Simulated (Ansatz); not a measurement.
Theory: Ansatz, DFT r2SCAN, scalar-relativistic, plane waves, PAW.

Structure of TiH$_{2}$:

```xyz
3
Lattice="-1.5975 1.5975 2.0868 1.5975 -1.5975 2.0868 1.5975 1.5975 -2.0868" Properties=species:S:1:pos:R:3 pbc="T T T"
Ti    0.0000    0.0000    0.0000
H     0.0000    1.5975    1.0434
H     1.5975    0.0000    1.0434
```

Plane waves to 500 eV, a k mesh through Γ of 18×18×18 on the computed 3-atom cell and Gaussian smearing (0.10 eV); no spin polarisation.

Levels along Γ–X–P–N–Γ–M–S | S0–Γ | X–R | G–M, in eV from the Fermi level, sorted by energy at each point. Points in fractions of the primitive reciprocal vectors: Γ (0.000 0.000 0.000), X (0.000 0.000 0.500), P (0.250 0.250 0.250), N (0.000 0.500 0.000), M (0.500 0.500 -0.500), S (0.397 0.603 -0.397), S0 (-0.397 0.397 0.397), R (-0.293 0.293 0.500), G (0.500 0.500 -0.293).
| point | k (1/Å, with 2π) | band 5 | band 6 | band 7 | band 8 | band 9 | band 10 |
| --- | --- | --- | --- | --- | --- | --- | --- |
| Γ | 0.000 | -11.37 | -0.41 | -0.41 | 0.12 | 0.27 | 1.21 |
| - | 0.199 | -11.20 | -1.64 | -0.31 | 0.18 | 1.11 | 1.60 |
| - | 0.397 | -10.70 | -2.97 | -0.01 | 0.39 | 0.72 | 1.85 |
| - | 0.596 | -9.91 | -4.11 | 0.01 | 0.47 | 0.72 | 1.98 |
| - | 0.795 | -8.91 | -5.02 | -0.90 | 1.10 | 1.18 | 2.15 |
| - | 0.993 | -7.77 | -5.67 | -1.89 | 1.71 | 1.82 | 2.32 |
| - | 1.192 | -6.70 | -6.07 | -2.82 | 2.19 | 2.43 | 2.46 |
| X | 1.391 | -6.21 | -6.16 | -3.30 | 2.39 | 2.47 | 2.73 |
| - | 1.498 | -6.21 | -6.17 | -3.26 | 2.39 | 2.43 | 2.77 |
| - | 1.606 | -6.21 | -6.17 | -3.14 | 2.31 | 2.39 | 2.86 |
| - | 1.713 | -6.22 | -6.19 | -2.95 | 2.13 | 2.40 | 3.02 |
| - | 1.821 | -6.23 | -6.20 | -2.72 | 1.88 | 2.40 | 3.23 |
| - | 1.928 | -6.24 | -6.22 | -2.48 | 1.61 | 2.40 | 3.51 |
| - | 2.036 | -6.24 | -6.23 | -2.29 | 1.40 | 2.40 | 3.83 |
| P | 2.143 | -6.24 | -6.24 | -2.22 | 1.31 | 2.40 | 4.20 |
| - | 2.284 | -6.34 | -6.22 | -2.15 | 1.30 | 2.31 | 4.07 |
| - | 2.424 | -6.60 | -6.15 | -1.96 | 1.20 | 2.18 | 3.75 |
| - | 2.565 | -6.95 | -6.05 | -1.65 | 0.96 | 2.17 | 3.37 |
| - | 2.705 | -7.32 | -5.94 | -1.28 | 0.68 | 2.22 | 3.01 |
| - | 2.846 | -7.63 | -5.83 | -0.91 | 0.43 | 2.27 | 2.73 |
| - | 2.986 | -7.83 | -5.76 | -0.62 | 0.27 | 2.30 | 2.57 |
| N | 3.127 | -7.90 | -5.74 | -0.51 | 0.22 | 2.31 | 2.52 |
| - | 3.304 | -8.14 | -5.58 | -0.47 | 0.25 | 2.22 | 2.38 |
| - | 3.481 | -8.75 | -5.17 | -0.37 | 0.31 | 2.00 | 2.02 |
| - | 3.657 | -9.51 | -4.53 | -0.25 | 0.35 | 1.60 | 1.76 |
| - | 3.834 | -10.24 | -3.67 | -0.19 | 0.28 | 1.28 | 1.66 |
| - | 4.011 | -10.84 | -2.62 | -0.25 | 0.12 | 1.17 | 1.72 |
| - | 4.188 | -11.23 | -1.40 | -0.36 | -0.02 | 1.18 | 1.53 |
| Γ | 4.365 | -11.37 | -0.41 | -0.41 | 0.12 | 0.27 | 1.21 |
| - | 4.580 | -11.17 | -1.55 | -0.34 | -0.34 | 1.26 | 1.76 |
| - | 4.795 | -10.59 | -3.12 | -0.11 | -0.11 | 1.41 | 1.42 |
| - | 5.010 | -9.67 | -4.45 | 0.28 | 0.28 | 0.75 | 1.65 |
| - | 5.225 | -8.49 | -5.52 | -0.20 | 0.84 | 0.84 | 1.93 |
| - | 5.440 | -7.15 | -6.29 | -1.30 | 1.54 | 1.54 | 2.18 |
| - | 5.655 | -6.76 | -5.81 | -2.43 | 2.22 | 2.22 | 2.36 |
| M | 5.870 | -6.92 | -5.02 | -3.13 | 2.43 | 2.55 | 2.55 |
| - | 5.929 | -6.92 | -5.03 | -3.12 | 2.41 | 2.55 | 2.57 |
| - | 5.987 | -6.91 | -5.04 | -3.09 | 2.34 | 2.53 | 2.63 |
| - | 6.045 | -6.90 | -5.07 | -3.03 | 2.24 | 2.50 | 2.73 |
| - | 6.103 | -6.89 | -5.11 | -2.96 | 2.12 | 2.45 | 2.87 |
| - | 6.161 | -6.88 | -5.15 | -2.86 | 1.97 | 2.40 | 3.03 |
| - | 6.219 | -6.88 | -5.20 | -2.75 | 1.81 | 2.33 | 3.23 |
| S | 6.278 | -6.88 | -5.24 | -2.62 | 1.66 | 2.25 | 3.45 |
| S0 | 6.278 | -6.88 | -5.24 | -2.62 | 1.66 | 2.25 | 3.45 |
| - | 6.500 | -7.07 | -5.36 | -2.05 | 1.10 | 1.86 | 3.54 |
| - | 6.723 | -7.67 | -5.29 | -1.39 | 0.73 | 1.36 | 3.02 |
| - | 6.946 | -8.61 | -4.92 | -0.68 | 0.59 | 0.83 | 2.58 |
| - | 7.169 | -9.65 | -4.22 | -0.04 | 0.34 | 0.67 | 2.08 |
| - | 7.391 | -10.55 | -3.16 | -0.06 | 0.26 | 0.89 | 1.80 |
| - | 7.614 | -11.15 | -1.78 | -0.32 | 0.19 | 1.11 | 1.81 |
| Γ | 7.837 | -11.37 | -0.41 | -0.41 | 0.12 | 0.27 | 1.21 |
| X | 7.837 | -6.21 | -6.16 | -3.30 | 2.39 | 2.47 | 2.73 |
| - | 7.954 | -6.19 | -6.18 | -3.25 | 2.37 | 2.44 | 2.73 |
| - | 8.070 | -6.23 | -6.14 | -3.11 | 2.11 | 2.59 | 2.72 |
| - | 8.186 | -6.30 | -6.05 | -2.89 | 1.73 | 2.71 | 2.83 |
| - | 8.303 | -6.39 | -5.94 | -2.64 | 1.33 | 2.69 | 3.15 |
| - | 8.419 | -6.49 | -5.81 | -2.41 | 1.01 | 2.67 | 3.54 |
| - | 8.536 | -6.59 | -5.66 | -2.30 | 0.88 | 2.65 | 3.99 |
| R | 8.652 | -6.68 | -5.50 | -2.36 | 1.01 | 2.62 | 3.73 |
| G | 8.652 | -6.68 | -5.50 | -2.36 | 1.01 | 2.62 | 3.73 |
| - | 8.734 | -6.74 | -5.40 | -2.49 | 1.23 | 2.61 | 3.43 |
| - | 8.816 | -6.80 | -5.29 | -2.64 | 1.50 | 2.59 | 3.17 |
| - | 8.899 | -6.84 | -5.20 | -2.80 | 1.79 | 2.58 | 2.96 |
| - | 8.981 | -6.88 | -5.13 | -2.94 | 2.05 | 2.57 | 2.78 |
| - | 9.063 | -6.90 | -5.07 | -3.04 | 2.25 | 2.56 | 2.66 |
| - | 9.146 | -6.92 | -5.03 | -3.11 | 2.38 | 2.56 | 2.58 |
| M | 9.228 | -6.92 | -5.02 | -3.13 | 2.43 | 2.55 | 2.55 |

Cost: 1 run of about 0.79 core-minutes, on Arm Neoverse V2 (shared hosts).